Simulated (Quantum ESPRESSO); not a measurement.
# Planted mistakes on one cell of Hf3YO7F

Calculated results; nothing here was measured. They come from pw.x of Quantum ESPRESSO 7.5, a plane-wave density functional program, with PseudoDojo standard norm-conserving files (v0.5 for PBE, v0.4.1 for LDA and PBEsol). The cells are made up: elements, strain and atom displacements were drawn at random, and nothing was relaxed. There is no spin polarisation, spin-orbit coupling or dispersion term.

The hafnium file is less sure than the others, with forces about 3 percent (worst 6) and pressure in oxides about 1.5 GPa (worst 2.7) from a second method in checks, which no rerun with the same files tests.

The cell has 12 sites of a fluorite lattice. Sites 1 to 4 hold Hf Y Hf Hf; sites 5 to 12 hold O O O O O F O O. Cell vectors in Å: (5.093, -0.052, -0.057); (-0.052, 5.087, 0.026); (-0.057, 0.026, 4.981). Settings: PBE, cutoff 1143 eV, 4 x 4 x 5 k mesh shifted by half a step, Fermi-Dirac smearing of 0.025 eV.

The intended run has a self-consistency threshold of 1e-07 eV, a smearing term of 0.000 eV, a pressure of 16.33 GPa and 14 iterations. Each further run changes one thing: all lengths scaled by 0.9821; atoms of sites 5 and 10 exchanged; cutoff 574 eV; files of PBEsol; k mesh 2 x 2 x 2; one electron removed; smearing 0.34 eV; threshold 0.3 eV. A coarse mesh keeps the shift, and a charged cell sits in a uniform background.

```
run  change of free energy (eV)  smearing term -TS (eV)  change of P (GPa)  largest change of a force component (eV/Å)  iterations
  A                     -12.252                  -0.016             -20.37                                       1.326          16
  B                      -0.228                   0.000              -0.06                                       4.332          15
  C                      -0.006                  -0.044               0.04                                       0.018          13
  D                      14.286                   0.000              -8.72                                       0.090          14
  E                       1.040                   0.000              16.95                                       0.311          14
  F                      -0.221                   0.000              -0.44                                       0.044          14
  G                       0.093                   0.000               0.87                                       0.264           5
  H                      16.885                   0.000             -75.42                                       0.166          12
```

A rerun of the intended cell at 1437 eV and k mesh 6 x 6 x 7 moved values by no more than 0.003 eV in the cell's energy, 0.04 GPa in stress and 0.002 eV/Å in force.

Question: which change belongs to which run?

## Worked reading

Run G has the fewest iterations, as a run stopped early does. Run C has the largest smearing term, as wide smearing gives. Run H has a higher energy and the largest fall in pressure, as too small a basis gives. Run E changes the volume by a factor of 0.9473; minus its pressure change over the logarithm of that factor, 313 GPa, is a rough bulk modulus with clamped atoms. Energies from files of another functional, or of a charged cell, have another zero and say nothing on stability; the pressure of a charged cell rests on the program's zero of potential too.

## Key

```
run                             change
  A               one electron removed
  B  atoms of sites 5 and 10 exchanged
  C                   smearing 0.34 eV
  D                    files of PBEsol
  E       all lengths scaled by 0.9821
  F                   k mesh 2 x 2 x 2
  G                   threshold 0.3 eV
  H                      cutoff 574 eV
```